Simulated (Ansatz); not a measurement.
Elastic constants of InPd (Pm-3m), step by step

```
In Pd
1.0
     3.24676    0.00000    0.00000
     0.00000    3.24676    0.00000
     0.00000    0.00000    3.24676
In Pd
1 1
Direct
  0.00000 0.00000 0.00000
  0.50000 0.50000 0.50000
```

Level of theory, where no other is named: PBEsol, all-electron LAPW in Ansatz 0.2.0, scalar-relativistic. k mesh 14×14×14, Fermi-Dirac smearing of 0.050 eV, basis error target 1 meV/atom. The cell was relaxed by PAW under this functional. The structure is one entry of a database and needn't be the stable phase.

The cell is cubic and carries a residual pressure of 0.02 GPa at this level. Each strain component that symmetry leaves independent is applied at ±0.005, the ions relax wherever a strain frees them, and the stress (tension positive, GPa) is read. Shears are engineering strains, γ = 2ε.

```json
{"strain": "xx", "size": "-0.005", "σxx": "-0.7768", "σyy": "-0.6923", "σzz": "-0.6923", "σyz": "0.0000", "σxz": "0.0000", "σxy": "0.0000"}
{"strain": "xx", "size": "+0.005", "σxx": "0.7018", "σyy": "0.6220", "σzz": "0.6220", "σyz": "0.0000", "σxz": "0.0000", "σxy": "0.0000"}
{"strain": "yz", "size": "-0.005", "σxx": "-0.0303", "σyy": "-0.0290", "σzz": "-0.0290", "σyz": "-0.3051", "σxz": "0.0000", "σxy": "0.0000"}
{"strain": "yz", "size": "+0.005", "σxx": "-0.0303", "σyy": "-0.0290", "σzz": "-0.0290", "σyz": "0.3051", "σxz": "0.0000", "σxy": "0.0000"}
```

A central difference gives one constant, for example C11 ≈ (0.7018 − (-0.7768))/(0.01) = 147.9 GPa; the program then imposes the crystal's symmetry on the whole matrix.

Question: What are the independent elastic constants?

Answer: C11 = 147.9, C12 = 131.4, C44 = 61.0 GPa.

Question: Do they meet the Born conditions?

Answer: C11 − C12 = 16.4, C11 + 2C12 = 410.7 and C44 = 61.0 GPa must all be positive, so the crystal is elastically stable; that says nothing yet of its phonons.

Question: What moduli does a random aggregate of grains have?

Answer: B = (C11 + 2C12)/3 = 136.9 GPa. G_V = (C11 − C12 + 3C44)/5 = 39.9 and G_R = 5(C11 − C12)C44/(4C44 + 3(C11 − C12)) = 17.1, so G_H = 28.5 GPa. Then E = 9BG/(3B + G) = 79.9 GPa, ν = (3B − 2G)/(6B + 2G) = 0.403 and B/G = 4.80, on the ductile side of Pugh's 1.75 (a rule of thumb).

Question: With the density of 10.734 g/cm³, how fast does sound travel, and what Debye temperature follows?

Answer: 

```csv
direction,slow (m/s),middle (m/s),fast (m/s)
[100],2384,2384,3711
[110],875,2384,4324
[111],1551,1551,4509
```

The mean of v⁻³ over directions and branches gives v_m = 1747 m/s and θ_D = (ħ/k_B) v_m (6π²n)^(1/3) = 202 K, n being atoms per volume. Young's modulus spans 24 to 159 GPa over directions, and the universal anisotropy index is 6.67.

Question: How far do the constants move if PAW replaces LAPW in the same cell?

Answer: 

| constant | LAPW (GPa) | PAW (GPa) | difference |
| --- | --- | --- | --- |
| C11 | 147.9 | 147.8 | -0.1 |
| C12 | 131.4 | 131.4 | 0.0 |
| C44 | 61.0 | 61.0 | 0.0 |

Question: How do the constants change if the ions are clamped to the homogeneous strain?

Answer: None moves by more than 0.3 GPa: by symmetry a homogeneous strain puts no force on these sites.

Keep in mind: responses of metals move with mesh and smearing; the frozen-core PAW files of the compared runs were fitted under PBE, their cores solved anew for this functional.
